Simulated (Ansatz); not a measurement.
Ga(MoS₂)₄ (space group F-43m)

```
CELL_PARAMETERS angstrom
      0.00000     4.83254     4.83254
      4.83254     0.00000     4.83254
      4.83254     4.83254     0.00000
ATOMIC_POSITIONS crystal
  Ga 0.50000 0.50000 0.50000
  Mo 0.30807 0.89731 0.89731
  Mo 0.89731 0.89731 0.89731
  Mo 0.89731 0.89731 0.30807
  Mo 0.89731 0.30807 0.89731
  S  0.63632 0.09104 0.63632
  S  0.09104 0.63632 0.63632
  S  0.63632 0.63632 0.63632
  S  0.63632 0.63632 0.09104
  S  0.13474 0.59577 0.13474
  S  0.59577 0.13474 0.13474
  S  0.13474 0.13474 0.13474
  S  0.13474 0.13474 0.59577
```

The slice is a {100} plane (indices of the conventional cell) through the point (0.135, 0.596, 0.135) (fractional), spanned by u = [100] and v = [0 1 -1] in vectors of this cell: u (6.83 Å) and v (6.83 Å, at 90° to u). It covers one period; positions are fractions (u, v).

These are PBEsol (plane waves to 420 eV, PAW, scalar-relativistic; Ansatz, a first-principles code) values and carry that method's errors. k mesh 7×7×7. Near the nuclei the fields are pseudised (PAW); where an atom keeps semicore shells as valence, they peak there. Ga(MoS2)4 is run without spin polarisation. Ga(MoS2)4 was relaxed with its symmetry unable to fall.

Three fields on this plane, each scaled to ten steps between its own extremes (0 low, 9 high; the total valence density on a logarithmic scale, the potential cut 8 eV below its top; x marks points blanked near nuclei; v = 0 in the bottom row):

Map A
```
|xxx83026xxxxx61038xx|
|xxx7100479x9740017xx|
|99730001356531000379|
|32100000122210000012|
|11000000122210000001|
|98620001345431000268|
|xx96100368986300169x|
|xxx83016xxxxx61038xx|
|xxx84138xxxxx83148xx|
|xxx84149xxxxx94148xx|
|xxx63139xxxxx93136xx|
|x743xx16xxxxx61xx347|
|53xxxxx2688862xxxxx3|
|42xxxxx2222222xxxxx2|
|43xxxxx2122212xxxxx3|
|42xxxxx2577752xxxxx2|
|763xxx159xxx951xxx36|
|xxx52139xxxxx93125xx|
|xxx84149xxxxx94148xx|
|xxx94138xxxxx83149xx|
```

Map B
```
|xxx75346xxxxx64357xx|
|xxx6322578x8752236xx|
|88642013567653102468|
|55420002455542000245|
|54320002455542000234|
|77531013566653101357|
|xx85312468886421358x|
|xxx74346xxxxx64347xx|
|xxx85458xxxxx85458xx|
|xxx86568xxxxx86568xx|
|xxx87679xxxxx97678xx|
|x999xx88xxxxx88xx999|
|88xxxxx8888888xxxxx8|
|78xxxxx8666668xxxxx8|
|78xxxxx8666668xxxxx8|
|88xxxxx8788878xxxxx8|
|999xxx889xxx988xxx99|
|xxx98778xxxxx87789xx|
|xxx86569xxxxx96568xx|
|xxx86458xxxxx85468xx|
```

Map C
```
|xxx28985xxxxx58982xx|
|xxx6999740x0479996xx|
|13689998654568999863|
|88999998654568999998|
|89999998654568999999|
|35799998654568999975|
|xx06999751015799960x|
|xxx38986xxxxx68983xx|
|xxx07982xxxxx28970xx|
|xxx16770xxxxx07761xx|
|xxx12341xxxxx14321xx|
|x000xx01xxxxx10xx000|
|30xxxxx0210120xxxxx0|
|30xxxxx0366630xxxxx0|
|20xxxxx0367630xxxxx0|
|30xxxxx0321230xxxxx0|
|000xxx010xxx010xxx00|
|xxx00131xxxxx13100xx|
|xxx16760xxxxx06761xx|
|xxx07872xxxxx27870xx|
```

**Question.** Assign the maps to these fields: electron localisation function (ELF); valence electron density; electrostatic potential energy of an electron, from the cell's mean.

**Answer.** A is the electron localisation function (ELF); B is the valence electron density; C is the electrostatic potential energy of an electron, from the cell's mean.
